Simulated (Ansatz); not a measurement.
BiTe, relaxed from a wurtzite start to space group P6_3/mmc (read at 0.02 Å)

Method: PBE, scalar-relativistic; no spin polarisation; PAW, 420 eV, Γ-centred 8×8×4 mesh, 0.05 eV Gaussian smearing; code Ansatz. The datasets are Ansatz's generated set soft_2.

```
Bi Te
1.0
     5.50608    0.00000    0.00000
    -2.75304    4.76840    0.00000
     0.00000    0.00000    6.44298
Bi Te
2 2
Direct
  0.66667 0.33333 0.06260
  0.33333 0.66667 0.56260
  0.66667 0.33333 0.56260
  0.33333 0.66667 0.06260
```

The start was a prototype's sites filled with these elements. The Crystallography Open Database lists the compound in space groups P-3m1, Fm-3m (rock salt), so this is a trial structure.

The cell above was scaled in volume, and shape and atoms were relaxed at each volume within its symmetry. Energies are counted from the cell above.

```json
{"V (Å³/atom)": "39.96", "ΔE (meV/atom)": "15.1", "P (GPa)": "2.2"}
{"V (Å³/atom)": "40.60", "ΔE (meV/atom)": "7.7", "P (GPa)": "1.5"}
{"V (Å³/atom)": "41.44", "ΔE (meV/atom)": "1.8", "P (GPa)": "0.7"}
{"V (Å³/atom)": "42.29", "ΔE (meV/atom)": "0.0", "P (GPa)": "0.0"}
{"V (Å³/atom)": "43.14", "ΔE (meV/atom)": "1.7", "P (GPa)": "-0.6"}
{"V (Å³/atom)": "43.98", "ΔE (meV/atom)": "6.5", "P (GPa)": "-1.2"}
{"V (Å³/atom)": "45.25", "ΔE (meV/atom)": "18.7", "P (GPa)": "-1.9"}
{"V (Å³/atom)": "46.52", "ΔE (meV/atom)": "36.4", "P (GPa)": "-2.6"}
```

What do the points give for the equilibrium volume, the bulk modulus and its pressure derivative (third-order Birch–Murnaghan)?

V0 = 42.30 Å³/atom, B0 = 33 GPa, B0′ = 4.9.

B0·V0 = 33.5 GPa × 42.30 Å³ = 8.83 eV/atom sets the scale: near the minimum ΔE ≈ ½ B0 V0 x², with x = V/V0 − 1, and a pressure of 0.3 GPa squeezes the volume by about 1 %. At the ends of the curve: x = −5.5 % predicts 13.5 meV/atom and the run gives 15.1; x = +10.0 % predicts 44.0 meV/atom and the run gives 36.4. Compression costs more and expansion less than the parabola says, since the crystal stiffens as it shrinks; B0′ measures that.

These numbers lack spin–orbit coupling. The run is a metal.
